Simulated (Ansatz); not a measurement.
PbSe (Fm-3m): elastic constants by finite strains

Method: r²SCAN, PAW on Ansatz 0.2.0's default frozen-core files (fitted under PBE), scalar-relativistic.

Cell and atoms were relaxed beforehand by PAW with this functional.

Command line:

```sh
ansatz run input.yaml --threads 1 --pin off --max-ram 2560MiB --backend cpu --events-out ev --progress --plain --runs-dir out
```

Input:

```yaml
crystal:
  lattice:
    - [0.0, 3.08970238931, 3.08970238931]
    - [3.08970238931, 0.0, 3.08970238931]
    - [3.08970238931, 3.08970238931, 0.0]
  atoms:
    - { symbol: Pb, position: [0.0, 0.0, 0.0] }
    - { symbol: Se, position: [0.5, 0.5, 0.5] }
kpoints:
  mp_grid: { grid: [8, 8, 8] }
scf:
  occupations: { method: fixed }
hamiltonian:
  xc: r2scan
  pseudopotentials: { kind: paw }
elastic:
  mode: relaxed_ion
  stencil: four_point
  amplitude: 0.005
```

The program printed:

```
Warning: RAYON_NUM_THREADS=1 ignored (pool sized by the plan → 1); use --threads N
Engine: ansatz 0.2.0, x86_64-unknown-linux-gnu
Pseudopotentials: kind: paw
Pseudopotential: Pb, paw, valence charge 14, recommended cutoff 500 eV (meta_gga), Pb.paw.azcp
Pseudopotential: Se, paw, valence charge 16, recommended cutoff 500 eV (meta_gga), Se.paw.azcp
Functional definition: r2SCAN
  parameter k0 = 0.174
  parameter k1 = 0.065
  parameter a1 = 4.9479
  exchange = r2scan_x(k0 = k0, k1 = k1, a1 = a1)
  correlation = r2scan_c
Crystal: 2 atoms, lattice volume = 58.990 Å³
Basis set: ecut = 500 eV, 1459 PW (Γ), exchange–correlation on 144×144×144 points (64 copies of the dense FFT grid, shifted against one another)
Bands: 19, of which v1, the nominal top of the filled ones, is band 15 counted from 1 (14 counted from 0)
Symmetry: 48 space group operations
Space group: Fm-3m (ITA 225), of the structure as read, at distance tolerance 3.9e-5 Å
k-points: 29 of 512
Non-local potential: Pb, projectors of the file, l = 0: 2, l = 1: 2, l = 2: 2, l = 3: 2
Non-local potential: Se, projectors of the file, l = 0: 2, l = 1: 2, l = 2: 3, l = 3: 1
PAW form: soft (Blöchl's): semilocal exchange-correlation on the pseudo side does not see the compensation charge
PAW frozen core: Pb, regenerated for the run's functional (the file was generated under x = pbe(κ = 0.804, μ = 0.2195149727645171), c = pbe(β = 0.06672455060314922))
PAW frozen core: Se, regenerated for the run's functional (the file was generated under x = pbe(κ = 0.804, μ = 0.2195149727645171), c = pbe(β = 0.06672455060314922))
PAW one-centre angular grid: Pb, 590 points (default); XC on 160 Gauss nodes
PAW one-centre angular grid: Se, 590 points (default); XC on 160 Gauss nodes
Initial density: superposition of atomic densities (neutral atoms: chi_scale 0, normalization atom), corrected by the library's trained network
Initial wavefunctions: pseudopotential atomic-orbital guess
[... 131 lines left out ...]
       -0.000000      -0.000000      -0.041786
  P = ⅓ Tr σ = -0.0418 GPa (-0.418 kbar)
--- Elastic constants: 2 strain directions × 4 members + reference (group order 48) ---
  dense FFT box of the reference and of every strained cell: 36×36×36
  strains applied: 11, 23; error gains: componentwise 1.00 (the most a stress slope's error grows in a printed constant), spectral 1.73 (1 for all six strains in a standard setting)
  C = ∂σ_k/∂η_j (tension-positive GPa; Voigt order 11 22 33 23 13 12):
       127.338     13.263     13.263      0.000      0.000      0.000
        13.263    127.338     13.263      0.000      0.000     -0.000
        13.263     13.263    127.338      0.000     -0.000      0.000
         0.000      0.000      0.000     18.294      0.000     -0.000
        -0.000      0.000      0.000     -0.000     18.294      0.000
         0.000     -0.000      0.000      0.000     -0.000     18.294
  reference stress σ⁰ (GPa):      0.042      0.042      0.042     -0.000     -0.000      0.000
  C* (energy form; C + prestress term) asymmetry max|C*_kj − C*_jk| = 7.105e-15 GPa — a small one proves nothing (zero by symmetry where the batch's group is 432, −43m or m−3m); a large one is finite-difference/SCF noise where ...
  moduli (Voigt/Reuss/Hill, GPa): K = 51.29/51.29/51.29   G = 33.79/25.12/29.46   E = 74.17   ν = 0.259
  mechanically stable: yes (min eigenvalue of sym C = 18.29 GPa)
  strain η (Voigt 11):  stress-route row diagonal C_11 = 127.34 GPa, energy-path curvature d²(F+E_count+ΔE)/dδ²/Ω₀ = 127.34 GPa
    cells at ±δ against ±2δ: C11 127.41 and 127.61 GPa, apart by 0.16 % of the column's largest entry
         δ    σ_11 (GPa)             F (eV)   n_scf  n_hpsi   n_pw
    -1.000e-2      -1.3182      -17400.3308905       9   23879   1500   relax 0 steps, max|allowed force component| 3.85e-30 eV/Å
    -5.000e-3      -0.6162      -17400.3326643       5   19473   1516   relax 0 steps, max|allowed force component| 1.30e-29 eV/Å
     5.000e-3       0.6579      -17400.3325354       5   19163   1524   relax 0 steps, max|allowed force component| 2.48e-29 eV/Å
     1.000e-2       1.2340      -17400.3307877       8   20269   1532   relax 0 steps, max|allowed force component| 2.01e-29 eV/Å
  strain η (Voigt 23):  stress-route row diagonal C_44 = 18.29 GPa, energy-path curvature d²(F+E_count+ΔE)/dδ²/Ω₀ = 18.27 GPa
    cells at ±δ against ±2δ: C44 18.30 and 18.30 GPa, apart by 0.01 % of the column's largest entry
         δ    σ_23 (GPa)             F (eV)   n_scf  n_hpsi   n_pw
    -1.000e-2      -0.1830      -17400.3328495       9   38915   1524   relax 0 steps, max|allowed force component| 5.48e-29 eV/Å
    -5.000e-3      -0.0915      -17400.3331020       4   25310   1524   relax 0 steps, max|allowed force component| 3.86e-29 eV/Å
     5.000e-3       0.0915      -17400.3331020       4   24570   1524   relax 0 steps, max|allowed force component| 3.89e-29 eV/Å
     1.000e-2       0.1830      -17400.3328495       7   30887   1524   relax 0 steps, max|allowed force component| 4.18e-29 eV/Å
```

The run converged.

**Elastic constants**

Elastic constants of a crystal by Kohn-Sham DFT: slopes of the stress over finite engineering strains of the given cell, Voigt indices, Cartesian axes as in the input.

```json
{
 "Pressure at rest": "-0.042 GPa",
 "Least elastic eigenvalue": "18.29 GPa",
 "Elastically stable": "yes"
}
```

```csv
index,elastic (GPa)
11,127.3
12,13.26
44,18.29
```

Elastic moduli:

Hill averages of a grain aggregate, Debye temperature from the mean sound speed over directions.

```json
{
  "Bulk modulus": "51.29 GPa",
  "Shear modulus": "29.46 GPa",
  "Young modulus": "74.17 GPa",
  "Poisson ratio": "0.259",
  "Bulk over shear modulus": "1.741",
  "Elastic anisotropy index": "1.726",
  "Least young modulus": "49.05 GPa",
  "Largest young modulus": "124.8 GPa",
  "Longitudinal sound speed": "3353 m/s",
  "Transverse sound speed": "1912 m/s",
  "Elastic debye temperature": "197.8 K",
  "Linear compressibility (x, y, z)": "6.499, 6.499, 6.499 1/TPa",
  "Zener ratio": "0.3207",
  "Cauchy pressure": "-5.03 GPa"
}
```

Strained cells:

Stress of each strained cell less that at rest, tension positive.

| strain component | strain | stress xx (GPa) | stress yy (GPa) | stress zz (GPa) | stress yz (GPa) | stress xz (GPa) | stress xy (GPa) | relaxation steps |
| --- | --- | --- | --- | --- | --- | --- | --- | --- |
| xx | -0.01 | -1.36 | -0.1334 | -0.1334 | 0 | 0 | 0 | 0 |
| xx | -0.005 | -0.658 | -0.0665 | -0.0665 | 0 | 0 | 0 | 0 |
| xx | 0.005 | 0.6161 | 0.0661 | 0.0661 | 0 | 0 | 0 | 0 |
| xx | 0.01 | 1.192 | 0.1319 | 0.1319 | 0 | 0 | 0 | 0 |
| yz | -0.01 | 0.0016 | -0.0008 | -0.0008 | -0.183 | 0 | 0 | 0 |
| yz | -0.005 | 0.0004 | -0.0002 | -0.0002 | -0.0915 | 0 | 0 | 0 |
| yz | 0.005 | 0.0004 | -0.0002 | -0.0002 | 0.0915 | 0 | 0 | 0 |
| yz | 0.01 | 0.0016 | -0.0008 | -0.0008 | 0.183 | 0 | 0 | 0 |

Keep in mind: frozen-core PAW files fitted under PBE, their cores solved anew for the functional of the run; no spin-orbit coupling on heavy atoms.

Time and hardware: 42 s on 1 thread of AMD EPYC 9R45 96-Core Processor (Zen 5), on a shared host, peak memory 0.66 GiB.
